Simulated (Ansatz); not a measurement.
An ordered 8-atom cell of AlB₃P₄ on the zincblende lattice, 8 atoms and 32 valence electrons in a cell of about 110 Å³, was run 5 times in Ansatz 0.2.0, each time on 4 threads of Intel(R) Xeon(R) Processor @ 2.50GHz (Skylake/Cascade Lake), with other jobs on the host.

```csv
run,k mesh,irreducible k,cutoff (eV),plane waves,bands,SCF iterations,wall time,peak host memory (GiB)
"relaxation, PBE",8×8×8,65,420,2173,24,68,63 s,0.52
"relaxation, r2SCAN",8×8×8,65,500,2747,24,25,68 s,0.7
"bands, PBE",8×8×8,65,420,2167,22,7,12 s,0.48
"single point, r2SCAN",8×8×8,65,500,2747,22,7,24 s,0.68
"single point, HSE06",6×6×6,32,420,2167,22,25,9.7 min,4.5
```

The slowest run (single point, HSE06) took about 50 times as long as the quickest (bands, PBE).
